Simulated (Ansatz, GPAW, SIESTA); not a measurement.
In3As: 3 runs at one level of theory

```xyz
4
Lattice="4.6717 0.0000 0.0000 0.0000 4.6717 0.0000 0.0000 0.0000 4.6717" Properties=species:S:1:pos:R:3 pbc="T T T"
In    2.3358    2.3358    0.0000
In    2.3358    0.0000    2.3358
In    0.0000    2.3358    2.3358
As    0.0000    0.0000    0.0000
```

The cell comes from a database or a generator and needn't be the stable form of this composition.

Alike in all runs: task band structure; functional PBEsol; k mesh 6 × 6 × 6; occupations fermi-dirac, width 0.05 eV; no spin polarisation; no spin-orbit coupling. Pressure is positive in compression and, in plane waves, holds the error of the finite cutoff.

```json
{"program and potentials": "SIESTA, files PseudoDojo sr-pbesol-0.4.1-standard, DZP (energy shift 0.003 Ry; two zetas on semicore shells)", "plane-wave cutoff (eV)": "-", "notes": "atomic basis; 13.5 valence electrons an atom on average", "pressure (GPa)": "-1.46"}
{"program and potentials": "GPAW, PAW data sets generated for this functional", "plane-wave cutoff (eV)": "600", "notes": "11 valence electrons an atom on average", "pressure (GPa)": "-2.67"}
{"program and potentials": "Ansatz, all-electron LAPW, scalar-relativistic", "plane-wave cutoff (eV)": "-", "notes": "-", "pressure (GPa)": "-2.38"}
```

The pressure spans -2.67 (GPAW, PAW data sets generated for this functional) to -1.46 GPa (SIESTA, files PseudoDojo sr-pbesol-0.4.1-standard, DZP (energy shift 0.003 Ry; two zetas on semicore shells)), with all-electron results at -2.38. Rows in atomic bases carry the error of their basis and grid, which can be large.

Differences between rows come from potentials, basis sets and numerical settings, since the functional is the same but for its coding. Runs on potential files found faulty are left out.
